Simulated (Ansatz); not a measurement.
Ga (α-Ga) was relaxed and computed twice in Ansatz (plane waves, PAW), once with LDA and once with PBE+D3(BJ).

```json
[
 {"": "cell", "run 1": "a = 4.4236 Å, b = 7.4927 Å, c = 4.4339 Å, α = β = γ = 90.00°", "run 2": "a = 4.507 Å, b = 7.635 Å, c = 4.509 Å, α = 90.00°, β = 90.00°, γ = 90.00°"}
]
```

Problem. Which run used which functional?

Solution. Run 1 is LDA, run 2 is PBE+D3(BJ).

All cells were relaxed under the symmetry of their starts (and spin orders); stability against distortions was not tested throughout. Scalar-relativistic: spin–orbit coupling is off unless named, which matters more the heavier the elements.

Potentials: the later of the program's two PAW sets.

Ansatz (an electronic-structure program) is a plane-wave DFT program.
